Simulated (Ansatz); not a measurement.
The elements of this relaxed trial crystal are hidden behind letters.

```
lattice vectors (Å)
   3.7229    2.1494    3.2183
  -3.7229    2.1494    3.2183
   0.0000   -4.2988    3.2183
fractional positions
X 0.1285 0.8715 0.5000
X 0.8715 0.5000 0.1285
X 0.5000 0.1285 0.8715
Z 0.6579 0.6579 0.6579
Z 0.3421 0.3421 0.3421
Q 0.1972 0.8028 0.0000
Q 0.8028 0.0000 0.1972
Q 0.0000 0.1972 0.8028
```

These are results of DFT PBE, scalar-relativistic, plane waves, PAW (Ansatz 0.2.0), not measurements. Settings of the last relaxation (8-atom cell): 420 eV, 6×6×6 k points, Gaussian smearing of 0.10 eV, no spin polarisation.

- Space group: R32 (No. 155)
- Conventional cell: a = 7.446 Å, c = 9.655 Å
- Volume per atom: 19.31 Å³
- Density: 8.05 g/cm³
- Formation energy: −1.25 eV/atom
- Gap on the 6×6×6 mesh of the 8-atom cell: 0 eV (a metal)

Energies are uncorrected and count from the elements' standard states at the same level.

Problem. X is a d-block element of period 5, Z is a p-block element of period 6 and Q is a p-block element of period 2. Which elements are they?

Solution. X = Zr, Z = Bi, Q = F, so the formula is Zr3Bi2F3. Density times volume gives a mean mass of 8.05 × 19.31/1.6605 = 93.6 u per atom, and this set has 93.6 u. Zr has 2 F at 2.49 Å, 2 F at 2.73 Å, 2 Bi at 2.90 Å, 2 Bi at 3.16 Å and 2 Zr at 3.26 Å; around Bi lie 3 Zr at 2.90 Å, 1 Bi at 3.05 Å, 3 F at 3.12 Å, 3 Zr at 3.16 Å and 3 F at 3.61 Å; around F lie 2 Zr at 2.49 Å, 2 F at 2.54 Å, 2 Zr at 2.73 Å, 2 Bi at 3.12 Å and 2 Bi at 3.61 Å. Other sets within the hints have nearly the same mass, so mass alone doesn't settle it; this one was computed.

These runs have no spin–orbit coupling, which can matter for Bi. An odd number of electrons in the primitive cell allows no gap without spin; a larger cell or a magnetic state could open one. Symmetry constrained the relaxation, so the result can be a saddle point.
